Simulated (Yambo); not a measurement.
```xyz
8
Lattice="-2.6684 2.6684 3.8783 2.6684 -2.6684 3.8783 2.6684 2.6684 -3.8783" Properties=species:S:1:pos:R:3 pbc="T T T"
H     -1.4863     1.4863     3.8338
H      1.1820     1.1820    -0.0444
H      1.4863    -1.4863     3.8338
H      1.4863     1.4863     3.8338
H      0.0000     0.0000     1.8577
Sr     0.0000     2.6684     1.9343
Sr     2.6684     0.0000     1.9343
Rh     0.0000     0.0000     0.0596
```

Sr2RhH5 (space group I4mm, No. 107): mean Im ε in 1 eV windows above the direct gap of 0.90 eV, for different electron-hole kernels (Yambo, broadening 0.15 eV, norm-conserving PBEsol (Quantum ESPRESSO, 88 Ry, scalar-relativistic) bands; 6×6×6 mesh, 6 valence and 6 conduction bands, static screening with 62 bands and a 3 Ry block, scissor 0.15 eV, Tamm-Dancoff; field along x).

```csv
window (eV),independent quasiparticles,RPA (no attraction),BSE
0.9 to 1.9,4.4,4.3,4.2
1.9 to 2.9,1.6,1.5,1.7
2.9 to 3.9,1.8,1.5,2.0
```

This run doesn't resolve bound excitons or single peaks, so only averages are given, and they too depend on the mesh; weight that the attraction moves below the gap isn't listed. All transitions below 4.72 eV are in the band window. The scissor comes from a G0W0 run whose convergence isn't established.

Spin-orbit splittings are left out.

Geometry of the Materials Project entry, not relaxed at this level.

The structure is a Materials Project entry; no match was found in the copy of COD used, and its stability was not checked.
